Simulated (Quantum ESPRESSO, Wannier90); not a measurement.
# Tight-binding from DFT: ZrBrN (R-3m)

```
begin unit_cell_cart
ang
   -1.8270600545    3.1645608428    0.0000000000
   -3.6541201089    0.0000000000    0.0000000000
   -1.8270600545    1.0548536143   10.1508070000
end unit_cell_cart
begin atoms_frac
Zr   0.1240300000  0.1240300000 -0.3720900000
Zr  -0.1240300000 -0.1240300000  0.3720900000
Br   0.3923630000  0.3923630000 -0.1770890000
Br  -0.3923630000 -0.3923630000  0.1770890000
N    0.1950500000  0.1950500000  0.4148500000
N   -0.1950500000 -0.1950500000 -0.4148500000
end atoms_frac
```

Structure: Materials Project mp-541912, symmetrised, not relaxed again. Not found in the COD (Crystallography Open Database) copy used, which has the formula in other groups; not checked further. Method: PBEsol plane waves in Quantum ESPRESSO 7.5 (PseudoDojo norm-conserving files, 68 Ry, spinors with spin-orbit coupling), Bloch states on a 4×4×4 mesh through Γ, Wannier90 4.0.1. Density: 10×10×10 mesh, cold smearing 0.01 Ry. The cell is built of weakly bound layers, chains or molecules. Database cells relaxed without dispersion often hold them too far apart, which can enlarge gaps and weakens couplings between them; spacing and stacking were not compared with the measured crystal.

Bands 17-20 form an isolated set from -14.82 to -14.00 eV relative to the valence-band maximum (on the path) and are turned into 4 Wannier functions by minimising the spread from the start: atomic waves Br 4s.

Where do the functions sit, how wide are they and what are they made of?


```tsv
functions	spread (Å²)	nearest atom, distance (Å)	second atom, distance (Å)	weight on atomic waves
4	1.26	Br 0.14	Zr 2.80	Br 4s 88 %, Zr 5s 6 %
```

Ω_I = 5.01 Å², Ω_total = 5.04 Å²; the interpolated bands follow pw.x to 0.8 meV rms on the path. Only this start was tried; a symmetric start can stop on a saddle, and mixtures of these functions could lower the total by at most Ω_total − Ω_I.
